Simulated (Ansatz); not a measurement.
AgB$_{2}$, DFT, PBEsol, all-electron LAPW, scalar-relativistic (Ansatz 0.2.0), run on 1 thread of Intel(R) Xeon(R) 6975P-C (Granite Rapids) on a shared host.

The geometry is COD entry 1509214, unchecked; take it as a test cell. The listed cell was then made from it by scaling, straining or moving an atom.

Command: `ansatz run input.yaml --threads 1 --pin off --max-ram 4096MiB --backend cpu --events-out ev --progress --plain --runs-dir out`

```yaml
crystal:
  lattice:
    - [3.0000016405, 0.0300000164, 0.0300000164]
    - [-1.474020044, 2.5830776239, 0.0109807681]
    - [0.0324, 0.0324, 3.24]
  atoms:
    - { symbol: Ag, position: [0.0, 0.0, 0.0] }
    - { symbol: B, position: [0.3333333333, 0.6666666667, 0.5] }
    - { symbol: B, position: [0.6666666667, 0.3333333333, 0.5] }
kpoints:
  mp_grid: { grid: [16, 16, 13] }
  band_path:
    path:
      - [0.0, 0.0, 0.0]
      - [0.0, -0.5, 0.0]
      - [0.0, 0.0, 0.5]
      - [0.0, 0.0, 0.0]
      - [-0.5, 0.0, 0.0]
      - [-0.5, 0.5, -0.5]
      - [0.0, 0.0, 0.0]
      - [-0.5, 0.0, -0.5]
      - [-0.5, 0.5, 0.0]
    npoints: 5
scf:
  occupations: { method: fermi_dirac, width: 0.05 }
hamiltonian:
  xc: pbesol
  pseudopotentials: { kind: all_electron, lapw: { basis_error: 0.001 } }
output:
  forces: true
  stress: true
  eigenvalues: true
```

**Question.** How large is the problem that the program sets up?

**Answer.** 1666 irreducible k-points, 339 plane waves at Γ, 24 bands.

**Question.** About how long does it take, and how much memory does it use?

**Answer.** 2.6 min of wall time for 8 SCF iterations, with a peak of 3.4 GiB. Times on shared machines scatter by tens of per cent.
